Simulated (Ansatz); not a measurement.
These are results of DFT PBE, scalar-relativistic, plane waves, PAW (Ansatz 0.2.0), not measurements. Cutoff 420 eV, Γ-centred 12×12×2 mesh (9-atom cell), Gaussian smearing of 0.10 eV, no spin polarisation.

Formation energies are uncorrected and count from the elements' standard states at the same level.

Problem. Give a relaxed trial structure of a trigonal metal that holds Mo and 2 more elements, with a formation energy near −0.31 eV/atom and about 29 Å³ per atom, in a cell of 9 atoms.

Solution. Nb2Te6Mo, space group P-3m1 (No. 164). Nb has 6 Te at 2.80–2.81 Å; around Te on its first site lie 3 Nb at 2.80 Å; Te on its second site is surrounded by 3 Mo at 2.76 Å; Mo is surrounded by 6 Te at 2.76 Å; 1 more site not described.

Space group P-3m1 (No. 164). a = 3.631 Å, b = 3.631 Å, c = 22.706 Å, α = 90.00°, β = 90.00°, γ = 120.00°
| atom | site | symmetry | x | y | z |
| --- | --- | --- | --- | --- | --- |
| Nb | 2c | 3m. | 0.0000 | 0.0000 | 0.8370 |
| Te | 2d | 3m. | 0.6667 | 0.3333 | 0.0810 |
| Te | 2d | 3m. | 0.6667 | 0.3333 | 0.4207 |
| Te | 2d | 3m. | 0.6667 | 0.3333 | 0.7546 |
| Mo | 1b | -3m. | 0.0000 | 0.0000 | 0.5000 |

- Volume per atom: 28.8 Å³
- Density: 6.7 g/cm³
- Formation energy: −0.31 eV/atom
- Gap on the 12×12×2 mesh of the 9-atom cell: 0 eV (a metal)

The structure comes from a generated guess, relaxed at this level; another structure or a mixture of phases may lie lower. Other answers may fit too; this one was computed.

Weakly bound directions are ill-defined at this level, which has no dispersion term. These runs have no spin–orbit coupling, which can matter for Te. The reference form of Te is held partly by dispersion forces, which this level lacks. Symmetry constrained the relaxation, so the result can be a saddle point. Another cell of Nb2Te6Mo relaxed alike, in P-31m, lies 17 meV/atom lower, so this cell isn't the stable form at this level.
